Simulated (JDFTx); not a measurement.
```json
{
  "surface": "Rh(100)",
  "bulk": "Rh, Fm-3m, lattice of mp-74 (not re-optimised)",
  "slab": "4 atoms in 4 planes, 1x1, 5.7 Å between the outermost planes",
  "in-plane cell": "2.691 × 2.691 Å, 7.24 Å²",
  "cell_height": "21.7 Å",
  "sampling": "8×8×1 k mesh, Fermi smearing 0.01 Ha, no spin polarisation"
}
```

All numbers are PBE, GBRV ultrasoft potentials, plane waves to 20/100 Ha results from a modified build of JDFTx, not measurements. Liquid on both sides: linear PCM (GLSSA13), water, 1 M KF; nuclei fixed. 

Charging data:

```csv
U − U_pzc (V),σ (μC/cm²)
-0.53,-8.00
-0.49,-7.49
-0.14,-2.30
0.00,0.00
0.16,2.68
0.31,5.39
```

Working it through: a check of Lippmann's equation. The grand free energy per area against the neutral slab, Δγ = [F(N) − F(N₀) − μ(N − N₀)]/2A, is taken from the total energies of the same runs.

| U − U_pzc (V) | Δγ (mJ/m²) |
|---|---|
| -0.53 | -21.8 |
| -0.49 | -19.0 |
| -0.14 | -1.7 |
| 0.00 | 0.0 |
| 0.16 | -2.1 |
| 0.31 | -8.1 |

Δγ is largest at zero charge and falls away from it, as dγ/dU = −σ demands. At -0.53 V the computed -21.8 mJ/m² stands beside -21.2 mJ/m² from the constant-capacitance formula.
